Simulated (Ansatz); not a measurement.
Mo₂C in space group P-3m1 (No. 164; Mo on 2d, C on 1b), the program Ansatz at the r²SCAN level (PAW), all energies at zero smearing, with the estimated change up to a 700 eV cutoff added, with one set of potentials and settings (totals compare only within such a set). Cell of 3 atoms (2 Mo, 1 C): -10187.072 eV.

```
element                reference phase  E (eV/atom)
-------  -----------------------------  -----------
Mo          Im-3m, 1 atoms in the cell   -4967.5975
C        P6_3/mmc, 4 atoms in the cell    -251.6711
```

Formation energy per atom, worked out: (-10187.072 − 2×(-4967.5975) − 1×(-251.6711))/3 = -0.069 eV/atom (-7 kJ per mol of atoms), at 0 K, without zero-point energy or fitted corrections.

The first step of the workflow began from a Materials Project structure, measured or hypothetical; the Crystallography Open Database copy checked does not list it. COD files the formula under space group No. 60, so this cell is another polymorph or a model. Whether it is the stable phase at ambient conditions was not checked. Symmetry was held in the r²SCAN relaxation; of distortions, only those at the zone centre were tested. No spin polarisation was allowed. The references are the lowest solids computed at this level, not always the standard phases.

Potentials: the later of the program's two PAW sets.
